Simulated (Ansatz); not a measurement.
Ge2Sb2Te5:
```cif
data_Ge2Sb2Te5
_chemical_formula_sum 'Ge2 Sb2 Te5'
_space_group_name_H-M_alt 'P-3m1'
_space_group_IT_number 164
_space_group_name_Hall '-P 3 2"'
_cell_length_a 4.19783
_cell_length_b 4.19783
_cell_length_c 16.64584
_cell_angle_alpha 90.000
_cell_angle_beta 90.000
_cell_angle_gamma 120.000
loop_
_atom_site_label
_atom_site_type_symbol
_atom_site_symmetry_multiplicity
_atom_site_Wyckoff_symbol
_atom_site_fract_x
_atom_site_fract_y
_atom_site_fract_z
_atom_site_occupancy
Ge1 Ge 2 d 0.66667 0.33333 0.10077 1
Sb1 Sb 2 c 0.00000 0.00000 0.31869 1
Te1 Te 1 a 0.00000 0.00000 0.00000 1
Te2 Te 2 d 0.33333 0.66667 0.19930 1
Te3 Te 2 d 0.66667 0.33333 0.42180 1
```

Relaxed at zero pressure with LDA (plane waves, PAW; program Ansatz).

The volume is lowered by 3 % and shape and atoms relax at that volume. What pressure results, and how do the axes share the change?

1.6 GPa; a -0.9 %, b -0.9 %, c -1.1 %; the energy rises by 4 meV/atom.

Give the new structure.


Space group P-3m1 (No. 164); a = b = 4.1582 Å, c = 16.4559 Å, α = β = 90.00°, γ = 120.00°

```csv
atom,site,symmetry,x,y,z
Ge,2d,3m.,0.6667,0.3333,0.1010
Sb,2c,3m.,0.0000,0.0000,0.3199
Te,1a,-3m.,0.0000,0.0000,0.0000
Te,2d,3m.,0.3333,0.6667,0.1999
Te,2d,3m.,0.6667,0.3333,0.4246
```

The phase is kept; no other phase was compared at this pressure.

The LDA relaxation kept the symmetry of its start; of distortions, only those at the zone centre were tested. A crystal of weakly bound layers computed without a dispersion correction: the cell and the soft elastic constants depend strongly on that. Scalar-relativistic: spin–orbit coupling is off unless named, which matters more the heavier the elements.

Potentials: the later of the program's two PAW sets.
